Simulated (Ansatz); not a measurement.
Theory: DFT PBE, scalar-relativistic, plane waves, PAW in Ansatz 0.2.0. Settings: cutoff 420 eV, Γ-centred meshes spaced at most about 0.3 Å⁻¹ (2π included), Gaussian smearing. No spin polarisation in the final relaxations.

All energies are static (0 K, no zero-point motion).

Two relaxed structures of Sn₄Se₃S:

A. Space group Cm (No. 8), monoclinic, a = 8.657 Å, b = 8.487 Å, c = 7.379 Å, β = 124.7°. Around Sn on a site of symmetry 1 lie 1 S at 2.73 Å, 4 Se at 2.95–3.13 Å and 1 S at 3.35 Å; around Sn on a site of symmetry m lie 5 Se at 2.86–3.11 Å and 1 S at 3.27 Å; Sn on a second site of symmetry m has 1 S at 2.75 Å, 2 Se at 2.93 Å and 3 Se at 3.13–3.28 Å; around Se on a site of symmetry 1 lie 6 Sn at 2.93–3.13 Å; S has 3 Sn at 2.73–2.75 Å and 3 Sn at 3.27–3.35 Å; 1 more site not described.

B. Space group Cm (No. 8), monoclinic, a = 11.886 Å, b = 4.201 Å, c = 8.879 Å, β = 90.0°. Sn on its first site is surrounded by 3 Se at 2.75–2.85 Å and 2 Se at 3.31 Å; around Sn on its second site lie 1 S at 2.62 Å, 2 Se at 2.84 Å and 2 Se at 3.28 Å; around Sn on its third site lie 3 Se at 2.76–2.84 Å; around Se on its first site lie 3 Sn at 2.75–2.84 Å; S is surrounded by 3 Sn at 2.62–2.74 Å; 3 more sites not described.

Question: Which would you expect to be lower, and how large is the difference?

Answer: B is lower, by 8 meV/atom. A has Se and S ordered on rock salt sites, space group Cm (No. 8), 27.8 Å³/atom and a gap of 0.42 eV on its mesh; B has space group Cm (No. 8), 27.7 Å³/atom and a gap of 0.75 eV. Counting S or Se atoms around Sn (for each partner element, those within 1.25 times its shortest distance or 1.15 times the sum of covalent radii, where it is the nearest in units of that sum or under 1.3; a plus sign parts groups by distance over the sum of covalent radii; a slash parts the counts of unlike sites), A has Sn 5/5+1/6 and B has Sn 3/3+2. Both come from invented guesses.

No dispersion correction is applied, so the spacing and binding between layers, chains or molecules are poorly described (Cm at 27.7 Å³/atom), and this can change margins and order among such cells. Kohn–Sham gaps at this level usually fall short of measured ones.
